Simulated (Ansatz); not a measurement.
InP:
Space group F-43m (No. 216); a = 5.9072 Å, b = 5.9072 Å, c = 5.9072 Å, α = 90.00°, β = 90.00°, γ = 90.00°

| atom | site | symmetry | x | y | z |
|---|---|---|---|---|---|
| In | 4a | -43m | 0.0000 | 0.0000 | 0.0000 |
| P | 4c | -43m | 0.2500 | 0.2500 | 0.2500 |
(The calculation used a cell of 2 atoms; values per cell refer to that cell.)

Relaxed with r²SCAN.

Question: Which orbitals make up the states near the band edges in plane-wave PAW r²SCAN (Ansatz code)?

Answer: Top 1 eV of the valence band: P 3p 81 %, In 5p 15 %. Bottom 1 eV of the conduction band: In 5s 39 %, P 3s 27 %, P 3p 18 %, In 5p 12 %. Projections are on Löwdin-orthogonalised atomic valence shells; empty p or d shells of many metals are not among them.

Question: Tabulate the density of states.

Answer: States/eV per cell of 2 atoms, in 0.25 eV bins, energy from the valence-band maximum.

```
E (eV)  total  P 3p  In 5p  In 5s
------  -----  ----  -----  -----
-7.85    0.00  0.00   0.00   0.00
-7.60    0.00  0.00   0.00   0.00
-7.35    0.00  0.00   0.00   0.00
-7.10    0.00  0.00   0.00   0.00
-6.85    0.00  0.00   0.00   0.00
-6.60    0.00  0.00   0.00   0.00
-6.35    0.00  0.00   0.00   0.00
-6.10    0.00  0.00   0.00   0.00
-5.85    0.01  0.00   0.00   0.00
-5.60    2.39  1.15   0.16   1.01
-5.35    1.60  0.76   0.13   0.61
-5.10    0.87  0.42   0.08   0.30
-4.85    0.60  0.29   0.05   0.20
-4.60    0.48  0.23   0.04   0.15
-4.35    0.38  0.18   0.03   0.11
-4.10    0.30  0.15   0.03   0.08
-3.85    0.26  0.13   0.02   0.07
-3.60    0.21  0.11   0.02   0.05
-3.35    0.38  0.21   0.09   0.04
-3.10    1.44  0.87   0.45   0.06
-2.85    1.31  0.81   0.39   0.06
-2.60    1.30  0.83   0.37   0.06
-2.35    1.72  1.14   0.47   0.06
-2.10    1.81  1.23   0.47   0.05
-1.85    1.75  1.23   0.43   0.04
-1.60    1.69  1.22   0.39   0.03
-1.35    1.66  1.24   0.35   0.03
-1.10    1.61  1.24   0.31   0.02
-0.85    1.04  0.83   0.18   0.01
-0.60    0.65  0.54   0.09   0.01
-0.35    0.41  0.35   0.05   0.00
-0.10    0.13  0.11   0.01   0.00
0.15     0.00  0.00   0.00   0.00
0.40     0.00  0.00   0.00   0.00
0.65     0.00  0.00   0.00   0.00
0.90     0.00  0.00   0.00   0.00
1.15     0.00  0.00   0.00   0.00
1.40     0.01  0.00   0.00   0.00
1.65     0.02  0.00   0.00   0.01
1.90     0.08  0.01   0.01   0.03
2.15     0.38  0.06   0.10   0.11
2.40     0.81  0.13   0.26   0.21
2.65     1.16  0.23   0.36   0.28
2.90     1.91  0.44   0.55   0.48
3.15     2.01  0.51   0.55   0.51
3.40     1.37  0.37   0.36   0.32
3.65     1.03  0.29   0.29   0.22
3.90     0.99  0.27   0.31   0.19
4.15     0.82  0.19   0.34   0.12
4.40     0.92  0.21   0.42   0.11
4.65     2.25  0.51   1.06   0.20
4.90     1.83  0.39   0.93   0.12
5.15     1.14  0.24   0.62   0.07
5.40     1.13  0.20   0.68   0.03
5.65     1.84  0.32   0.97   0.05
5.90     1.80  0.30   0.89   0.06
```

The cell was relaxed with r²SCAN under the symmetry of its start. Scalar-relativistic: spin–orbit coupling is off unless named, which matters more the heavier the elements.

Potentials: the earlier of the program's two PAW sets.
